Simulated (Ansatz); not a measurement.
Method: DFT PBE+D3(BJ), scalar-relativistic, plane waves, PAW (Ansatz). All cells share a 420 eV cutoff and Γ-centred k meshes spaced at most about 0.3 Å⁻¹ (about 0.25 or finer for metals, 2π included). No spin polarisation in the final relaxations.

Temperature and zero-point effects are left out.

Two forms of S3O were relaxed alike.

A.

```xyz
4
Lattice="1.6745 0.9668 6.7507 -1.6745 0.9668 6.7507 0.0000 -1.9335 6.7507" Properties=species:S:1:pos:R:3 pbc="T T T"
S     0.0000    0.0000    8.3982
S     0.0000    0.0000   11.8539
S     0.0000    0.0000    0.0000
O     0.0000    0.0000   10.1260
```

B.

```xyz
4
Lattice="2.9182 0.0000 0.0000 0.0000 4.0821 0.0000 0.0000 0.0000 5.6863" Properties=species:S:1:pos:R:3 pbc="T T T"
S     0.0000    2.0410    0.0000
S     1.4591    0.9197    2.8432
S     1.4591    3.1624    2.8432
O     0.0000    0.0000    0.0000
```

Task: Which form is favoured at zero pressure, and by what margin per atom?

Result: A is lower, by 0.30 eV/atom. A has space group R-3m (No. 166), 16.4 Å³/atom and no gap on its mesh; B has space group Pmmm (No. 47), 16.9 Å³/atom and no gap. Counting S atoms around O (those within 1.25 times the shortest such distance or 1.15 times the sum of covalent radii, 1.27 where that leaves under three; the shortest distance is added where it exceeds 1.18 times the sum of covalent radii), A has O 2 and B has O 2 from 2.0 Å. B holds S–S chains (shortest 1.84 Å); in A the shortest S–S distance is 2.54 Å, near bonding range too. Even the lower one lies +0.39 eV/atom against the reference forms of the elements (uncorrected), so neither is stable at this level. In A, S on a site of symmetry 3m has 1 O at 1.73 Å and 3 S at 2.54 Å; S on a site of symmetry -3m is surrounded by 6 S at 2.54 Å; around O lie 2 S at 1.73 Å. In B, around S on a site of symmetry mmm lie 2 O at 2.04 Å; S on a site of symmetry m2m has 1 S at 1.84 Å and 1 S at 2.24 Å; around O lie 2 S at 2.04 Å. Both come from invented guesses.

A magnetic state wasn't ruled out in cells without spin, among them Pmmm. Cells relaxed within their symmetry can be saddle points.
